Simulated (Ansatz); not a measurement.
**Ionic part of the dielectric constant of CaC₂ at 1 GPa, mode by mode**

These are results of Ansatz 0.2.0, DFT LDA, scalar-relativistic, plane waves, PAW, not measurements. Settings: 420 eV plane-wave cutoff, Γ-centred 9×9×9 mesh, fixed occupations. No spin polarisation. Phonons by linear response, acoustic sum rule imposed.

The structure is trigonal, space group R-3m (No. 166). The conventional cell has a = 3.751 Å, b = 3.751 Å, c = 11.506 Å, α = 90.00°, β = 90.00°, γ = 120.00°. Ca (site symmetry -3m) is surrounded by 6 C at 2.52 Å. Around C (site symmetry 3m) lie 1 C at 1.24 Å.

The primitive cell has V = 46.74 Å³ and ε∞,yy = 3.623. Each polar mode adds Δε = (4.92064×10⁷/V)·S/ν² along y, with S its oscillator strength in e²/amu, ν in cm⁻¹ and V in Å³.

Question: From these modes, find each Δε and ε0,yy.
| ν (cm⁻¹) | S_yy (e²/amu) |
| --- | --- |
| 300.6 | 0.3564 |

Answer:
| ν (cm⁻¹) | Δε |
| --- | --- |
| 300.6 | 4.15 |

The sum is 4.151, so ε0,yy = 7.77; the run's tensor has 7.77.

Question: Where do the longitudinal modes lie for a wave vector along y?

Answer: At 440 cm⁻¹. The Lyddane–Sachs–Teller product Π(ν_LO/ν_TO)² = 2.15 matches ε0/ε∞ = 2.15.

Whether CaC2 exists in this form wasn't checked.